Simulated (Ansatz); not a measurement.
Data:

AlInSb₂:
```xyz
4
Lattice="4.4979 0.0000 0.0000 0.0000 4.4979 0.0000 0.0000 0.0000 6.3583" Properties=species:S:1:pos:R:3 pbc="T T T"
Al     0.0000     0.0000     0.0000
In     2.2490     2.2490     3.1791
Sb     0.0000     2.2490     1.4826
Sb     2.2490     0.0000     4.8756
```

This is the r²SCAN-relaxed structure. Tensor components refer to the Cartesian frame of this cell.

Task: All from r²SCAN in the plane-wave PAW code Ansatz, unless another level is named. Predict the hole effective mass, band 2 of 2 at the edge.

Result: 0.049 along x, 0.33 along z (mₑ).

Task: Give the HSE06 gap on the r²SCAN cell.

Result: 1.18 eV.

Task: What about the electron effective mass with spin–orbit coupling?

Result: 0.052, 0.052, 0.078 mₑ (principal values).

Space group P-4m2. The first step of the workflow began from a Materials Project structure, measured or hypothetical; the Crystallography Open Database copy checked does not list it. With Al and In taken as one species the cell has the higher symmetry F-43m, so it may be an ordered model of a mixed-site phase. Its standing as an ambient phase is unchecked. The r²SCAN relaxation kept the symmetry of its start; its stability against distortions is not shown here. Scalar-relativistic: spin–orbit coupling is off unless named, which matters more the heavier the elements.

Potentials: the later of the program's two PAW sets.
